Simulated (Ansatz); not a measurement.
MgInCu4 in space group F-43m (No. 216; Mg on 4a, In on 4c, Cu on 16e), the program Ansatz at the r²SCAN level (PAW), all energies at zero smearing, with the estimated change up to a 700 eV cutoff added, with one set of potentials and settings (totals compare only within such a set). Cell of 6 atoms (1 Mg, 1 In, 4 Cu): -34064.024 eV.

```json
[
 {"element": "Mg", "reference phase": "P6_3/mmc, 2 atoms in the cell", "E (eV/atom)": "-1926.4080"},
 {"element": "In", "reference phase": "I4/mmm, 1 atoms in the cell", "E (eV/atom)": "-5611.8812"},
 {"element": "Cu", "reference phase": "Fm-3m, 1 atoms in the cell", "E (eV/atom)": "-6631.2549"}
]
```

Formation energy per atom, worked out: (-34064.024 − 1×(-1926.4080) − 1×(-5611.8812) − 4×(-6631.2549))/6 = -0.119 eV/atom (-12 kJ per mol of atoms), at 0 K, without zero-point energy or fitted corrections.

The workflow started from a Materials Project entry (that database holds measured and hypothetical structures alike); the Crystallography Open Database files this formula in space group No. 216, but the cells were not matched. Its standing as an ambient phase is unchecked. The cell was relaxed with r²SCAN under the symmetry of its start; whether a distortion lowers the energy is not shown. The run is not spin-polarised. The references are the lowest solids computed at this level, not always the standard phases.

Potentials: the earlier of the program's two PAW sets.
